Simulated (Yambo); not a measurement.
Absorption of Li$_{3}$VS$_{4}$ (space group P-43m, No. 215) with and without the electron-hole interaction (Yambo, LDA bands; 4×4×4 mesh, 12 valence and 11 conduction bands, static screening with 99 bands and a 3 Ry block, scissor 2.50 eV, Tamm-Dancoff; field along x).

| E (eV) | Im ε, BSE | Im ε, independent quasiparticles |
|---|---|---|
| 1.85 | 0.04 | 0.04 |
| 1.95 | 0.05 | 0.05 |
| 2.05 | 0.05 | 0.05 |
| 2.15 | 0.05 | 0.05 |
| 2.25 | 0.06 | 0.05 |
| 2.35 | 0.07 | 0.06 |
| 2.45 | 0.07 | 0.06 |
| 2.55 | 0.08 | 0.06 |
| 2.65 | 0.10 | 0.07 |
| 2.75 | 0.12 | 0.07 |
| 2.85 | 0.17 | 0.08 |
| 2.95 | 0.25 | 0.08 |
| 3.05 | 0.42 | 0.09 |
| 3.15 | 0.60 | 0.10 |
| 3.25 | 0.47 | 0.10 |
| 3.35 | 0.31 | 0.11 |
| 3.45 | 0.25 | 0.12 |
| 3.55 | 0.24 | 0.14 |
| 3.65 | 0.27 | 0.15 |
| 3.75 | 0.36 | 0.17 |
| 3.85 | 0.50 | 0.19 |
| 3.95 | 0.75 | 0.22 |
| 4.05 | 1.04 | 0.26 |
| 4.15 | 0.94 | 0.30 |
| 4.25 | 0.84 | 0.37 |
| 4.35 | 0.88 | 0.47 |
| 4.45 | 0.93 | 0.61 |
| 4.55 | 0.79 | 0.87 |
| 4.65 | 0.57 | 1.33 |
| 4.75 | 0.45 | 2.28 |
| 4.85 | 0.44 | 3.78 |
| 4.95 | 0.50 | 4.67 |
| 5.05 | 0.59 | 4.46 |
| 5.15 | 0.67 | 3.48 |
| 5.25 | 0.77 | 2.55 |
| 5.35 | 0.82 | 1.97 |
| 5.45 | 0.93 | 1.86 |
| 5.55 | 1.12 | 2.22 |
| 5.65 | 1.35 | 3.02 |
| 5.75 | 1.61 | 3.85 |
| 5.85 | 1.94 | 4.32 |
| 5.95 | 2.26 | 4.66 |
| 6.05 | 2.20 | 4.87 |
| 6.15 | 2.44 | 4.87 |
| 6.25 | 2.74 | 4.52 |
| 6.35 | 2.92 | 4.09 |
| 6.45 | 3.24 | 3.81 |
| 6.55 | 3.87 | 3.56 |
| 6.65 | 4.42 | 3.42 |
| 6.75 | 4.45 | 3.61 |
| 6.85 | 4.68 | 4.17 |
| 6.95 | 4.76 | 4.77 |
| 7.05 | 5.01 | 4.99 |
| 7.15 | 4.45 | 5.10 |
| 7.25 | 4.24 | 4.89 |
| 7.35 | 5.04 | 4.39 |
| 7.45 | 7.80 | 4.30 |
| 7.55 | 10.5 | 4.48 |
| 7.65 | 9.35 | 4.54 |
| 7.75 | 7.73 | 4.32 |
| 7.85 | 6.14 | 4.21 |
| 7.95 | 4.82 | 3.97 |
| 8.05 | 4.20 | 3.08 |
| 8.15 | 3.41 | 2.10 |
| 8.25 | 2.89 | 1.59 |
| 8.35 | 2.64 | 1.39 |
| 8.45 | 2.57 | 1.41 |
| 8.55 | 2.62 | 1.55 |
| 8.65 | 2.44 | 1.55 |
| 8.75 | 2.29 | 1.62 |

The scissor comes from a G0W0 run whose convergence isn't established. Broadening 0.15 eV. The band window holds all transitions up to 10.3 eV. Fine structure above the onset can come from the mesh.

The 3d shell has no Hubbard U; the runs are without spin polarisation, and magnetic order was not tried.

Geometry of the Materials Project entry, not relaxed at this level; primitive cell a = b = c = 5.9331 Å, α = β = γ = 90.00°.

The structure is a Materials Project entry; no match was found in the copy of COD used, and its stability was not checked.
